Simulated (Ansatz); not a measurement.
Relaxed candidate structures of Mg3Sb2:

A. P4/mbm (No. 127), tP10; a = b = 7.9089 Å, c = 3.9991 Å, α = β = γ = 90.00°; Mg 2a (0.000, 0.000, 0.000); Mg 4h (0.365, 0.135, 0.500); Sb 4g (0.171, 0.329, 0.000)

B. P6/mmm (No. 191), hP5; a = b = 6.0193 Å, c = 5.7539 Å, α = β = 90.00°, γ = 120.00°; Mg 3g (0.500, 0.500, 0.500); Sb 1a (0.000, 0.000, 0.000); Sb 1b (0.000, 0.000, 0.500)

C. R-3m, hexagonal axes (No. 166), hR5; a = b = 4.5303 Å, c = 25.2075 Å, α = β = 90.00°, γ = 120.00°; Sb 6c (0.000, 0.000, 0.402); Mg 3a (0.000, 0.000, 0.000); Mg 6c (0.000, 0.000, 0.233)

Task: Order them by energy per atom (lowest first) at the level r2SCAN (plane waves to 500 eV, PAW, scalar-relativistic; Ansatz, an electronic-structure program).

Result: C (reference), A (+0.04 eV/atom), B (+0.64 eV/atom)

Task: Which candidates are metallic at this level, and what gaps do the others have?

Result: No gap: A, B. C: 0.42 eV (no spin-orbit coupling).

The lowest structure calculated, P-3m1, hP5, is not among these; it lies 0.25 eV/atom below the lowest of them. Probably no minimum, since a slightly shaken restart fell lower: P4/mbm, tP10 (by 0.24 eV/atom, to P2₁). Each run could gain symmetry but not lose that of its start, so entries can be saddle points. All of these are generated cells (placed on structure types, drawn at random, substituted or restacked) that were not matched to a known phase here. Energies are at zero temperature and pressure, without zero-point motion. No spin polarisation in the result. Without spin-orbit coupling the bands of the heavy element are not split, so the gap can be far off.
